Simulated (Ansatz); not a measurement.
Several occupations of a diamond lattice at one composition, 1 C, 4 Si, 15 Sn. Sites, in fractions of the cell 3.128 3.128 6.257; -3.128 -3.128 6.257; 9.385 -6.257 3.128 Å:

| cell | sites |
| --- | --- |
| all | Sn (0.07 0.38 0.60), Sn (0.10 0.50 0.80), Sn (0.17 0.88 0.40), Sn (0.20 0.00 0.60), Sn (0.28 0.38 0.20), Sn (0.40 0.00 0.20), Sn (0.50 0.50 0.00), Sn (0.57 0.88 0.60), Sn (0.70 0.50 0.60) |
| 1 | C (0.80 0.00 0.40), Si (0.00 0.00 0.00), Si (0.30 0.50 0.40), Si (0.68 0.38 0.40), Si (0.97 0.88 0.80), Sn (0.38 0.88 0.00), Sn (0.47 0.38 0.80), Sn (0.60 0.00 0.80), Sn (0.78 0.88 0.20), Sn (0.88 0.38 0.00), Sn (0.90 0.50 0.20) |
| 2 | C (0.60 0.00 0.80), Si (0.38 0.88 0.00), Si (0.47 0.38 0.80), Si (0.78 0.88 0.20), Si (0.97 0.88 0.80), Sn (0.00 0.00 0.00), Sn (0.30 0.50 0.40), Sn (0.68 0.38 0.40), Sn (0.80 0.00 0.40), Sn (0.88 0.38 0.00), Sn (0.90 0.50 0.20) |
| 3 | C (0.47 0.38 0.80), Si (0.00 0.00 0.00), Si (0.78 0.88 0.20), Si (0.88 0.38 0.00), Si (0.90 0.50 0.20), Sn (0.30 0.50 0.40), Sn (0.38 0.88 0.00), Sn (0.60 0.00 0.80), Sn (0.68 0.38 0.40), Sn (0.80 0.00 0.40), Sn (0.97 0.88 0.80) |

Each was relaxed without symmetry on coarser meshes and computed once more. Method: Ansatz, DFT PBE, scalar-relativistic, plane waves, PAW.

Settings: cutoff 420 eV, Γ-centred mesh 5×5×3 on the computed 20-atom cell, Gaussian smearing of 0.10 eV; no spin polarisation.

Warren–Cowley parameters of the first shell of the sublattice with most elements (negative: unlike neighbours preferred):
| cell | Si-Sn | C-Sn | C-Si |
| --- | --- | --- | --- |
| 1 | 0.08 | 0.00 | -0.25 |
| 2 | -0.08 | 0.67 | -2.75 |
| 3 | 0.33 | -0.33 | 1.00 |

**Question.** Which occupation is lowest in energy, and by how much?

**Answer.** Cell 3.
```json
{"cell": "3", "E − E(lowest) (meV/atom)": "0.0", "V (Å³/atom)": "30.38"}
{"cell": "1", "E − E(lowest) (meV/atom)": "18.5", "V (Å³/atom)": "30.35"}
{"cell": "2", "E − E(lowest) (meV/atom)": "27.6", "V (Å³/atom)": "30.14"}
```

The final mesh leaves forces up to 0.24 eV/Å and stresses up to 0.1 GPa: the relaxation ran on a coarser mesh, so the cell's shape, its bonds and its energy belong partly to that mesh.

Cost: 6 runs of about 55 core-minutes in all (earlier runs that led there not counted), on Arm Neoverse V2 (shared hosts).